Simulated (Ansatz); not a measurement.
FeBiO3 in space group Amm2 (No. 38; Bi on 2b, Fe on 2a, O on 2b, O on 4d), plane-wave PAW PBEsol (Ansatz code). The conduction-band minimum lies at S, with 2 equivalent valleys. Second derivatives d²E/dk² of the lowest band at one valley (eV·Å²), along Cartesian directions:

```tsv
direction	d²E/dk²
[100]	6.098
[010]	3.823
[001]	3.632
[110]	4.960
[101]	4.865
[011]	4.259
```

Q: Find the principal effective masses, the density-of-states mass and the conductivity mass.

A: Off-diagonal terms follow from H_xy = H[110] − (H_xx + H_yy)/2, and m*/mₑ = 7.620 eV·Å² over each eigenvalue: 1.2, 1.8, 2.4. One valley's DOS mass (m₁m₂m₃)^(1/3) = 1.7, conductivity mass 3/(Σ 1/mᵢ) = 1.7 mₑ.

Q: What effective density of states Nc follows at 300 K for parabolic valleys?

A: Nc = 2.509e19 × 2 × (1.7)^(3/2) ≈ 1.1e20 cm⁻³.

The start of the workflow was typed in or built on a structure type; neither database checked (COD, Materials Project) lists it. It is not the phase usual at ambient conditions (space group No. 161). The cell was relaxed with PBEsol under the symmetry of its start, as lowered by the spin order; whether a distortion lowers the energy is not shown. The final state is antiferromagnetic, chosen from 5 collinear starts compared on coarse meshes (ties went to the first, and starts can fall back to one state), not a proven ground state. No Hubbard U is applied. Point labels and valley counts follow the cell and symmetry of the run, lower than the named group. Scalar-relativistic: spin–orbit coupling is off unless named, which matters more the heavier the elements.

Potentials: the later of the program's two PAW sets.

Edges and masses are those of Kohn–Sham bands, whose gap is no quasiparticle gap.
